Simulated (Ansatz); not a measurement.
BeTe (zinc blende)

```
CELL_PARAMETERS angstrom
      0.00000     2.83183     2.83183
      2.83183     0.00000     2.83183
      2.83183     2.83183     0.00000
ATOMIC_POSITIONS crystal
  Te 0.75000 0.75000 0.75000
  Be 0.00000 0.00000 0.00000
```

The slice is a {110} plane (indices of the conventional cell) through the point (0.750, 0.750, 0.750) (fractional), spanned by u = [100] and v = [1 -1 -1] in vectors of this cell: u (4.00 Å) and v (5.66 Å, at 90° to u). It covers one period; positions are fractions (u, v).

The numbers are results of PBE (plane waves to 420 eV, PAW, scalar-relativistic; Ansatz, an electronic-structure program), not measurements. k mesh 10×10×10. These are valence fields of a PAW run, semicore shells included where kept as valence: close to a nucleus they are smooth pseudo fields. BeTe was relaxed with its symmetry unable to fall. Spin-orbit coupling is left out, though Te is heavy.

Problem. What is the valence density on the shortest Te–Be line in this plane (2.45 Å), at its midpoint?

Solution. 0.50 e/Å³.

Problem. What is the ELF at the midpoint of the shortest Te–Be line in this plane (2.45 Å)?

Solution. 0.8.

Problem. The ELF has a maximum in the middle third of the Te–Be line. Where, and how high?

Solution. 0.90, 1.5 Å from Te.

Problem. Predict the map of the electrostatic potential energy of an electron, from the cell's mean on the slice.

Solution. 
```
v \ u  0.00  0.10   0.20   0.30  0.40  0.50  0.60   0.70   0.80  0.90
-----  ----  ----  -----  -----  ----  ----  ----  -----  -----  ----
0.86      x     x  <-3.0   -2.4     x     x     x   -2.4  <-3.0     x
0.71    3.4   3.4    2.0      x     x     x     x      x    2.0   3.4
0.57    5.1   5.0    4.3    2.9   0.7  -0.5   0.7    2.9    4.3   5.0
0.43    5.1   5.1    5.1    4.8   4.6   4.4   4.6    4.8    5.1   5.1
0.29    3.4   3.7    4.3    4.8   4.9   5.0   4.9    4.8    4.3   3.7
0.14      x     x  <-3.0    1.6   4.2   4.8   4.2    1.6  <-3.0     x
0.00      x     x      x  <-3.0   2.7   3.5   2.7  <-3.0      x     x
```

Values: electrostatic potential energy of an electron, from the cell's mean, in eV. Points within 1 Å of a nucleus are blanked (x), as the pseudised field means little there. Values under -3 eV are set to -3. The zero, the cell's mean, hangs on the PAW cores.
